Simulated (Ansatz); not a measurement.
BiPbIO2:
```
CELL_PARAMETERS angstrom
     -2.01057     2.01057     6.90439
      2.01057    -2.01057     6.90439
      2.01057     2.01057    -6.90439
ATOMIC_POSITIONS crystal
  Bi 0.33395 0.33395 0.00000
  Pb 0.66107 0.66107 0.00000
  I  0.99145 0.99145 0.00000
  O  0.75676 0.25676 0.50000
  O  0.25676 0.75676 0.50000
```

Relaxed with r²SCAN+D4.

Q: Map the valence electron density (e/Å³), cut off at 2 on the plane through (0.334, 0.334, 0.000) spanned by u = [1, 1, 0] and v = [1, 0, 1] in lattice vectors, from plane-wave PAW r²SCAN+D4 (Ansatz code).

A: x is the fraction of u, y of v (the angle between them is 90°; rows are the nearest grid lines); atoms in the plane: Bi at (0.00, 0.00), Pb at (0.33, 0.00), I at (0.66, 0.00), O at (0.92, 0.50), O at (0.42, 0.50).
```
|@@@:      :@@@@@:     :+@@@@=.      :@@@|
|@@@:      :@@@@@:     :+@@@@-.      :@@@|
|@@%:      .#@@@%.     .=@@@@-.      .%@@|
|@@=.      .=@@@=.     .-#@@+:       .=@@|
|%+:        :+#+:.     .:=++-.       .:+%|
|-:.        .:-:....    .:--:.      ..::-|
|..          ....--:     ....      .:--:.|
|.             .:*@+.              :*@*:.|
|.             .=@@@-             .=@@@-.|
|.             .*@@@=             .*@@@=.|
|.             .#@@@+             .#@@@+.|
|.             .*@@@=             .*@@@=.|
|.             .=@@@-             .=@@@-.|
|.             .:*@+.              :*@*:.|
|..          ....--:     ....      .:--:.|
|-:.        .:-:....    .:--:.      ..::-|
|%+:        :+#+:.     .:=++-.       .:+%|
|@@=.      .=@@@=.     .-#@@+:       .=@@|
|@@%:      .#@@@%.     .=@@@@-.      .%@@|
|@@@:      :@@@@@:     :+@@@@-.      :@@@|
|@@@:      :@@@@@:     :+@@@@=.      :@@@|
```
Scale: ten equal steps from 0.020 (start of ' ') to 2.00 (end of '@'), in the order ' .:-=+*#%@'; x runs from 0.000 to 1.00, y from 0.000 (bottom) to 1.00 (top).

The density is the valence pseudo-density with augmentation charge, so density and ELF within about 1 Å of a nucleus are not all-electron values.

Space group I4mm. The workflow started from a Materials Project entry (that database holds measured and hypothetical structures alike); the Crystallography Open Database copy checked does not list it. Its standing as an ambient phase is unchecked. The cell was relaxed with r²SCAN+D4 under the symmetry of its start; its stability against distortions is not shown here. Spin–orbit coupling is left out wherever it is not named.

Potentials: the later of the program's two PAW sets.
